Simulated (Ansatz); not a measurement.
ScCu2:
```
ScCu2
1.0
   -1.63476     1.63476     4.16208
    1.63476    -1.63476     4.16208
    1.63476     1.63476    -4.16208
Sc Cu
1 2
Direct
  0.00000   0.00000   0.00000
  0.67458   0.67458   0.00000
  0.32542   0.32542   0.00000
```

Relaxed with r²SCAN. Special points in fractions of this cell's reciprocal vectors: Γ (0.000, 0.000, 0.000); X (0.000, 0.000, 0.500); P (0.250, 0.250, 0.250); N (0.000, 0.500, 0.000); M (0.500, 0.500, -0.500); S (0.289, 0.711, -0.289); S0 (-0.289, 0.289, 0.289); R (-0.077, 0.077, 0.500); G (0.500, 0.500, -0.077).

### Question
List the band energies nearest the Fermi level at these points for plane-wave PAW r²SCAN (Ansatz code).

### Answer
In eV from the Fermi level; about four levels below and three above (degenerate sets whole), none deeper than 8.9 eV; points with the same levels are listed once.

```
k                          below                above
-  -----------------------------  -------------------
Γ        -3.02 -3.02 -2.41 -0.89       0.97 1.98 1.98
X        -2.65 -1.88 -1.47 -0.75       1.78 1.84 3.05
P        -2.65 -1.84 -1.21 -1.21       1.47 2.91 2.91
N        -2.78 -2.44 -2.40 -1.90       0.55 0.64 1.66
M  -2.90 -2.90 -2.81 -2.52 -2.40  1.03 2.71 3.10 3.10
S        -2.47 -2.35 -1.77 -1.41       1.54 1.96 2.25
R        -2.63 -1.89 -1.83 -0.49       1.75 1.91 3.44
```

Space group I4/mmm (MoSi2 or CaC2 type). The first step of the workflow began from a Materials Project structure, measured or hypothetical; the Crystallography Open Database copy checked does not list it. With Sc and Cu taken as one species the cell has the higher symmetry I4/mmm, so it may be an ordered model of a mixed-site phase. Its standing as an ambient phase is unchecked. The r²SCAN relaxation kept the symmetry of its start; its stability against distortions is not shown here. The run is not spin-polarised.

Potentials: the later of the program's two PAW sets.
